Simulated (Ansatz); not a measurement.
AlN:
```yaml
crystal:
  lattice:
    - [3.09718, 0.00000, 0.00000]
    - [-1.54859, 2.68224, 0.00000]
    - [0.00000, 0.00000, 10.03391]
  atoms:
    - { symbol: Al, position: [0.00000, 0.00000, 0.00143] }
    - { symbol: Al, position: [0.00000, 0.00000, 0.50143] }
    - { symbol: Al, position: [0.66667, 0.33333, 0.75032] }
    - { symbol: Al, position: [0.33333, 0.66667, 0.25032] }
    - { symbol: N, position: [0.00000, 0.00000, 0.81194] }
    - { symbol: N, position: [0.00000, 0.00000, 0.31194] }
    - { symbol: N, position: [0.66667, 0.33333, 0.56194] }
    - { symbol: N, position: [0.33333, 0.66667, 0.06194] }
```

Tensor components refer to the Cartesian frame of this cell.

### Question
Give the high-frequency dielectric tensor and the Born effective charge tensors of the independent atoms from DFPT, plane-wave PAW r²SCAN (Ansatz code).

### Answer

ε∞:
```
4.20  0.00  0.00
0.00  4.20  0.00
0.00  0.00  4.30
```
Z* of atom 1 (Al), rows: field, columns: displacement, in e:
```
2.52  0.00  0.00
0.00  2.52  0.00
0.00  0.00  2.71
```
Z* of atom 3 (Al), rows: field, columns: displacement, in e:
```
2.55  0.00  0.00
0.00  2.55  0.00
0.00  0.00  2.50
```
Z* of atom 5 (N), rows: field, columns: displacement, in e:
```
-2.53   0.00   0.00
 0.00  -2.53   0.00
 0.00   0.00  -2.63
```
Z* of atom 7 (N), rows: field, columns: displacement, in e:
```
-2.54   0.00   0.00
 0.00  -2.54   0.00
 0.00   0.00  -2.59
```

Static charges for comparison (Bader): Al1 +2.48, Al3 +2.48, N5 -2.48, N7 -2.48 e. Born charges measure polarisation by displacement and can exceed these by far.

Space group P6_3mc. The cell is a constructed one: a structure type filled with these elements. Its sites differ from those of the usual phase in this space group: another stacking or structure type. The cell was relaxed with r²SCAN under the symmetry of its start; whether a distortion lowers the energy is not shown.

Potentials: the later of the program's two PAW sets.
